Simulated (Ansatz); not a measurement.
Consider the following.

Starting cell, Tl (hcp, Mg type):

```xyz
4
Lattice="7.2166 0.0000 0.0000 -1.8041 3.1249 0.0000 0.0000 0.0000 5.5742" Properties=species:S:1:pos:R:3 pbc="T T T"
Tl     0.0000     2.0832     4.1807
Tl     3.6083     2.0832     4.1807
Tl     1.8041     1.0416     1.3936
Tl     5.4124     1.0416     1.3936
```

Two-dimensional scan of atom 1 (Tl, nearest neighbour Tl at 3.480 Å; its periodic images, 3.6 Å or more away, move with it): u runs along (0.707, 0.707, 0.000), v along (0.000, 0.000, 1.000) (Cartesian). Cell and other atoms are fixed.

The numbers are results of PBE (plane waves to 420 eV, PAW, scalar-relativistic; Ansatz, a quantum-chemistry and plane-wave program), not measurements. k mesh 6×12×7 (Γ-centred), Fermi-Dirac smearing 0.05 eV. E stands for the smeared free energy. With partly filled bands, energies and forces of such displacements shift with the k mesh and the smearing. Spin-orbit coupling is left out, though Tl is heavy. The relaxed volume of Tl is well above the measured one; the method has no dispersion term. Tl was relaxed with its symmetry unable to fall. The zero of ΔE is the undisplaced structure. Axes are in Å.

The scan covers u from -0.520 to 0.520 Å in 5 points and v from -0.520 to 0.520 Å in 5 points.

Q: In which direction of the plane is the atom held most weakly?

A: Along u.

Q: What are the two principal curvatures of the energy at the centre?

A: 1.5 and 2.1 eV/Å².

(A displaced cell: forces are minus the slopes of the energy, force constants its curvatures, and phonons follow from these.)
